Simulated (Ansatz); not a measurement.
LaSiO:
Space group P4/nmm, origin choice 1 (No. 129); a = 3.486 Å, b = 3.486 Å, c = 8.557 Å, α = 90.00°, β = 90.00°, γ = 90.00°

```tsv
atom	site	symmetry	x	y	z
La	2c	4mm	0.5000	0.0000	0.3267
Si	2a	-4m2	0.0000	0.0000	0.0000
O	2c	4mm	0.0000	0.5000	0.3902
```

Relaxed at zero pressure with DFT-PBEsol in the program Ansatz with PAW potentials.

Q: The volume is raised by 9 % and shape and atoms relax at that volume. What pressure results, and how do the axes share the change?

A: -7.9 GPa; a 2.7 %, b 2.7 %, c 3.3 %; the energy rises by 42 meV/atom.

Q: Give the new structure.

A: 
Space group P4/nmm, origin choice 1 (No. 129); a = 3.5805 Å, b = 3.5805 Å, c = 8.8427 Å, α = 90.00°, β = 90.00°, γ = 90.00°

| atom | site | symmetry | x | y | z |
|---|---|---|---|---|---|
| La | 2c | 4mm | 0.5000 | 0.0000 | 0.3317 |
| Si | 2a | -4m2 | 0.0000 | 0.0000 | 0.0000 |
| O | 2c | 4mm | 0.0000 | 0.5000 | 0.3941 |

The phase is kept; no other phase was compared at this pressure.

The start of the workflow was typed in or built on a structure type; neither database checked (COD, Materials Project) lists it. Whether it is the stable phase at ambient conditions was not checked. Symmetry was held in the PBEsol relaxation; whether a distortion lowers the energy is not shown. Spin–orbit coupling is left out wherever it is not named.

Potentials: the earlier of the program's two PAW sets. The files were generated under PBE; for other functionals the program regenerates the frozen cores, and for LDA and PBEsol the local potential too.
